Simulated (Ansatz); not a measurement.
Given:

Te2Mo:
```
CELL_PARAMETERS angstrom
      3.47290     0.00000     0.00000
     -1.73645     3.00762     0.00000
      0.00000     0.00000    13.77643
ATOMIC_POSITIONS crystal
  Mo 0.33333 0.66667 0.25000
  Mo 0.66667 0.33333 0.75000
  Te 0.33333 0.66667 0.61962
  Te 0.66667 0.33333 0.11962
  Te 0.66667 0.33333 0.38038
  Te 0.33333 0.66667 0.88038
```

This is the LDA-relaxed structure. Tensor components refer to the Cartesian frame of this cell.

Task: All from DFT-LDA in the program Ansatz with PAW potentials, unless another level is named. Give the highest zone-centre frequency (without LO–TO term).

Result: 36.7 meV.

Task: Predict the Debye temperature from the elastic constants.

Result: 240 K.

Task: What about the elastic constants (relaxed ions, GPa)?

Result: C11 = 140, C12 = 33.6, C13 = 14.4, C33 = 52.0, C44 = 25.8.

Space group P6_3/mmc. Symmetry was held in the LDA relaxation; of distortions, only those at the zone centre were tested. No spin polarisation was allowed. The volume moved by -17 % from the start of the relaxation. A crystal of weakly bound layers computed without a dispersion correction: the cell and the soft elastic constants depend strongly on that. Scalar-relativistic: spin–orbit coupling is off unless named, which matters more the heavier the elements.

Potentials: the later of the program's two PAW sets.
